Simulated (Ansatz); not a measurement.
Values for one crystal, relaxed and computed with plane-wave PAW PBE (Ansatz code); other levels are named.

- Volume per atom = 20.75 Å³
- Electronic character = metallic (no gap)
- Density of states at the Fermi level = 1.4 states/eV per atom (mean over ±0.08 eV)
- Gap with spin–orbit coupling = none (metallic)
- Formation energy from the elements (no fitted shifts) = 969 meV/atom
- Bulk modulus (Birch–Murnaghan fit) = 116 GPa
- Pressure derivative B′ = 4.0

Which compound is it?
A) IrW, rock salt
B) ZrTa, rock salt
C) MoIr, rock salt
D) ZrMo, rock salt

D, ZrMo, rock salt

Space group Fm-3m (rock salt). The start of the workflow was typed in or built on a structure type; neither database checked (COD, Materials Project) lists it. Its standing as an ambient phase is unchecked. Symmetry was held in the PBE relaxation; whether a distortion lowers the energy is not shown. The run is not spin-polarised. Its formation energy is positive at this level, so the cell may be metastable or incomplete. The references are the lowest solids computed at this level, not always the standard phases. Spin–orbit coupling is left out wherever it is not named.

Potentials: the earlier of the program's two PAW sets.
